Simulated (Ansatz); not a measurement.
Input and command of a plane-wave DFT calculation in Ansatz:

```yaml
crystal:
  lattice:
    - [5.7568075828, 0.0, 0.0]
    - [0.0, 5.7568075828, 0.0]
    - [0.0, 0.0, 2.8921123412]
  atoms:
    - { symbol: B, position: [0.0, 0.0, 0.0] }
    - { symbol: B, position: [0.5, 0.5, 0.0] }
    - { symbol: B, position: [0.18, 0.68, 0.5] }
    - { symbol: B, position: [0.32, 0.18, 0.5] }
    - { symbol: B, position: [0.82, 0.32, 0.5] }
    - { symbol: B, position: [0.68, 0.82, 0.5] }
    - { symbol: F, position: [0.38, 0.88, 0.0], spin: 1.0 }
    - { symbol: F, position: [0.12, 0.38, 0.0], spin: 1.0 }
    - { symbol: F, position: [0.62, 0.12, 0.0], spin: 1.0 }
    - { symbol: F, position: [0.88, 0.62, 0.0], spin: 1.0 }
basis:
  ecutwfc: 420
kpoints:
  mp_grid: { grid: [4, 4, 6] }
hamiltonian:
  xc: pbe
scf:
  occupations: { method: gaussian, width: 0.1 }
  lower_state_search: "off"
output:
  forces: true
  stress: true
  eigenvalues: true
  populations: true
magnetization:
  spin_polarized: true
```

```bash
ansatz run input.yaml --threads 1 --pin off --max-ram 2560MiB --backend cpu --events-out ev --progress --plain --runs-dir out
```

Processor: Arm Neoverse V2, 1 thread, on a host shared with other jobs.

Q: Estimate time, memory and problem size.

A: About 13 s on 1 thread of Arm Neoverse V2, on a shared host, peak memory 0.4 GiB. It solves 35 bands at 24 k points (the mesh reduced by the symmetry that the task leaves, which can be less than the crystal's) with about 1877 plane waves, in 14 SCF iterations.
